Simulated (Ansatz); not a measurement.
## Mo (Im-3m): elastic constants by finite strains

Computed with PBEsol, all-electron PAW in Ansatz 0.2.0, datasets made for the crystal, scalar-relativistic; not a measurement.

Cell and atoms were relaxed beforehand by PAW with this functional.

Command line:

```sh
ansatz run input.yaml --threads 1 --pin off --max-ram 2048MiB --backend cpu --events-out ev --progress --plain --runs-dir out
```

input.yaml:

```yaml
crystal:
  lattice:
    - [-1.56472864243, 1.56472864243, 1.56472864243]
    - [1.56472864243, -1.56472864243, 1.56472864243]
    - [1.56472864243, 1.56472864243, -1.56472864243]
  atoms:
    - { symbol: Mo, position: [0.0, 0.0, 0.0] }
kpoints:
  mp_grid: { grid: [22, 22, 22] }
scf:
  occupations: { method: fermi_dirac, width: 0.05 }
hamiltonian:
  xc: pbesol
  pseudopotentials: { kind: all_electron, datasets: crystal }
elastic:
  mode: relaxed_ion
  stencil: two_point
  amplitude: 0.003
```

Output:

```
Warning: RAYON_NUM_THREADS=1 ignored (pool sized by the plan → 1); use --threads N
hamiltonian.pseudopotentials.datasets: crystal makes datasets for this crystal and solves the spheres of its atoms anew in each pass: cutoff 280.0 eV, the density's 1120.0 eV; recipe afde2f729a18.33, for an error of 0.50 meV an ...
Engine: ansatz 0.2.0, aarch64-unknown-linux-gnu
Pseudopotentials: kind: all_electron
Pseudopotential: Mo, paw, valence charge 14, recommended cutoff 280 eV (normal), crystal/all_electron/pbesol/scalar/gaussian/Mo, Koelling and Harmon's equation, gaussian nucleus
Functional definition: PBEsol
  exchange = pbesol_x
  correlation = pbesol_c
Crystal: 1 atoms, lattice volume = 15.324 Å³
Basis set: ecut = 280 eV, 177 PW (Γ), exchange–correlation on 30×30×30 points (8 copies of the dense FFT grid, shifted against one another)
Bands: 11, of which v1, the nominal top of the filled ones, is band 7 counted from 1 (6 counted from 0)
Symmetry: 48 space group operations
Space group: Im-3m (ITA 229), of the structure as read, at distance tolerance 2.5e-5 Å
k-points: 328 of 10648
Non-local potential: Mo, projectors of the file, l = 0: 2, l = 1: 2, l = 2: 2
PAW form: soft (Blöchl's): semilocal exchange-correlation on the pseudo side does not see the compensation charge
PAW one-centre angular grid: Mo, 590 points (default); XC on its mesh's 1867 points in the sphere
Initial density: superposition of atomic densities (neutral atoms: chi_scale 0, normalization atom)
Initial wavefunctions: pseudopotential atomic-orbital guess
Functional: x = pbesol(κ = 0.804, μ = 0.12345679012345678), c = pbesol(β = 0.046)
iter 1 solved again at ethr=1.64e-2 eV; its pass at ethr=1.00e-1 eV (dr2=2.30e0 eV) is discarded
SCF iter   1: F=—  HF=-110120.079971 eV  |F-HF|=—  |Δ(HF+E_count)|=         —  Δρ=1.21e-1  dr2=2.34e0  ethr=1.64e-2  ⟨swp⟩=2.2  Hψ=19129  notcnv=0
[... 88 lines left out ...]
  E_vpaw       = -2609.144123  (= ΣTr[D̂ρ^β])
  E_ewald      = -1641.038474
  E_smearing   = -0.005559  (= −TS)
  E_closure    = 2305.012206  (closes the sum)
  Σ components = -110119.315239   (vs F -110119.315239, Δ=0.00e0)
  The terms above E_closure are by the made datasets' own strengths, without shells solved beside the bands.
--- Forces (eV/Å), atoms counted from 1 ---
  atom   1  Mo     0.00000000     0.00000000     0.00000000
  max |Σ_I F_I| component: 4.21e-32 eV/Å
--- Stress (GPa, compression-positive) ---
        0.015363       0.000000       0.000000
        0.000000       0.015363       0.000000
        0.000000      -0.000000       0.015363
  P = ⅓ Tr σ = 0.0154 GPa (0.154 kbar)
--- Elastic constants: 2 strain directions × 2 members + reference (group order 48) ---
  dense FFT box of the reference and of every strained cell: 15×15×15
  strains applied: 11, 23; error gains: componentwise 1.00 (the most a stress slope's error grows in a printed constant), spectral 1.73 (1 for all six strains in a standard setting)
  C = ∂σ_k/∂η_j (tension-positive GPa; Voigt order 11 22 33 23 13 12):
       487.009    173.934    173.934     -0.000      0.000      0.000
       173.934    487.009    173.934     -0.000      0.000      0.000
       173.934    173.934    487.009     -0.000      0.000      0.000
        -0.000     -0.000      0.000    101.813     -0.000     -0.000
        -0.000     -0.000     -0.000      0.000    101.813     -0.000
         0.000      0.000     -0.000     -0.000     -0.000    101.813
  reference stress σ⁰ (GPa):     -0.015     -0.015     -0.015      0.000     -0.000     -0.000
  C* (energy form; C + prestress term) asymmetry max|C*_kj − C*_jk| = 2.842e-14 GPa — a small one proves nothing (zero by symmetry where the batch's group is 432, −43m or m−3m); a large one is finite-difference/SCF noise where ...
  moduli (Voigt/Reuss/Hill, GPa): K = 278.29/278.29/278.29   G = 123.70/118.36/121.03   E = 317.13   ν = 0.310
  mechanically stable: yes (min eigenvalue of sym C = 101.81 GPa)
  where every solve meets its electron count the energy-path curvature estimates C_jj along a normal strain and C_jj − ¼(σ⁰_aa + σ⁰_bb) along a shear (ab), closely only under elastic.basis: deformed
  strain η (Voigt 11):  stress-route row diagonal C_11 = 487.01 GPa, energy-path curvature d²(F+E_count)/dδ²/Ω₀ = 486.99 GPa
         δ    σ_11 (GPa)             F (eV)   n_scf  n_hpsi   n_pw
    -3.000e-3      -1.4908     -110119.3150237       8  220375    177   relax 0 steps, max|allowed force component| 0.00e0 eV/Å
     3.000e-3       1.4313     -110119.3150352       5  155124    177   relax 0 steps, max|allowed force component| 0.00e0 eV/Å
  strain η (Voigt 23):  stress-route row diagonal C_44 = 101.81 GPa, energy-path curvature d²(F+E_count)/dδ²/Ω₀ = 101.81 GPa
         δ    σ_23 (GPa)             F (eV)   n_scf  n_hpsi   n_pw
    -3.000e-3      -0.3054     -110119.3151952       8  386297    177   relax 0 steps, max|allowed force component| 0.00e0 eV/Å
     3.000e-3       0.3054     -110119.3151952       5  277344    177   relax 0 steps, max|allowed force component| 0.00e0 eV/Å
```

The run converged.

**Elastic moduli**

Elastic constants of a crystal by Kohn-Sham DFT: slopes of the stress over finite engineering strains of the given cell, Voigt indices, Cartesian axes as in the input; Hill averages of a grain aggregate, Debye temperature from the mean sound speed over directions.

```
Bulk modulus                     : 278.3 GPa
Shear modulus                    : 121 GPa
Young modulus                    : 317.1 GPa
Poisson ratio                    : 0.3101
Bulk over shear modulus          : 2.299
Elastic anisotropy index         : 0.2255
Least young modulus              : 272.2 GPa
Largest young modulus            : 395.5 GPa
Longitudinal sound speed         : 6503 m/s
Transverse sound speed           : 3412 m/s
Elastic debye temperature        : 455.7 K
Linear compressibility (x, y, z) : 1.198, 1.198, 1.198 1/TPa
Zener ratio                      : 0.6504
Cauchy pressure                  : 72.12 GPa
```

### Elastic constants

```
Pressure at rest         : 0.015 GPa
Least elastic eigenvalue : 101.8 GPa
Elastically stable       : yes
```

| index | elastic (GPa) |
| --- | --- |
| 11 | 487 |
| 12 | 173.9 |
| 44 | 101.8 |

### Strained cells

Stress of each strained cell less that at rest, tension positive.

```csv
strain component,strain,stress xx (GPa),stress yy (GPa),stress zz (GPa),stress yz (GPa),stress xz (GPa),stress xy (GPa),relaxation steps
xx,-0.003,-1.475,-0.5261,-0.5261,0,0,0,0
xx,0.003,1.447,0.5175,0.5175,0,0,0,0
yz,-0.003,-0.0028,-0.0015,-0.0015,-0.3054,0,0,0
yz,0.003,-0.0028,-0.0015,-0.0015,0.3054,0,0,0
```

Keep in mind: responses of metals move with mesh and smearing.

Time and hardware: 2.5 min on 1 thread of Arm Neoverse V1 (shared host), peak memory 0.85 GiB.
